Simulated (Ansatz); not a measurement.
Relaxing a structure of Pb

The start is a generated trial cell of Pb in the A7 structure type. The structure is fully relaxed (lattice and positions, P = 0) with r2SCAN (plane waves to 500 eV, PAW, scalar-relativistic; Ansatz, a first-principles code). The first steps use a coarse 9×9×9 k-mesh.

The start:
```
CELL_PARAMETERS angstrom
      2.24239     1.29464     4.15824
     -2.24239     1.29464     4.15824
      0.00000    -2.58929     4.15824
ATOMIC_POSITIONS crystal
  Pb 0.22754 0.22754 0.22754
  Pb 0.77246 0.77246 0.77246
```

Problem. Which atoms feel the largest initial force, and how large is it?

Solution. 0.91 eV/Å, on Pb1, Pb2 (atoms numbered as listed).

Problem. How do the shortest distances between atoms change?

Solution. The closest pairs of elements (up to four, under 3.6 Å), start → end: Pb–Pb 3.00 → 3.23 Å.

Problem. What does it relax into? Give the structure.

Solution. 
```cif
data_Pb3
_chemical_formula_sum 'Pb3'
_space_group_name_H-M_alt 'R-3m :H'
_space_group_IT_number 166
_space_group_name_Hall '-R 3 2"'
_cell_length_a 4.27362
_cell_length_b 4.27362
_cell_length_c 6.27282
_cell_angle_alpha 90.000
_cell_angle_beta 90.000
_cell_angle_gamma 120.000
loop_
_atom_site_label
_atom_site_type_symbol
_atom_site_symmetry_multiplicity
_atom_site_Wyckoff_symbol
_atom_site_fract_x
_atom_site_fract_y
_atom_site_fract_z
_atom_site_occupancy
Pb1 Pb 3 b 0.00000 0.00000 0.50000 1
```
(The calculation used a cell of 1 atom; values per cell refer to that cell.)

The space group stays R-3m (No. 166) (the run could not lower it), with 1 atom in the primitive cell. Final values are on a 15×15×15 k-mesh of the relaxed cell. No spin polarisation in the result.

The run could not lower the symmetry of its start; a shaken copy of this end point relaxes with r2SCAN to I4/mmm (No. 139), 0.12 eV/atom lower.

The relaxed structure here is a generated cell of Pb: the first start was made by placing the elements on the sites of a structure type, and the end was not matched to a known phase here, so it may be hypothetical. Known forms of Pb include space group No. 225.
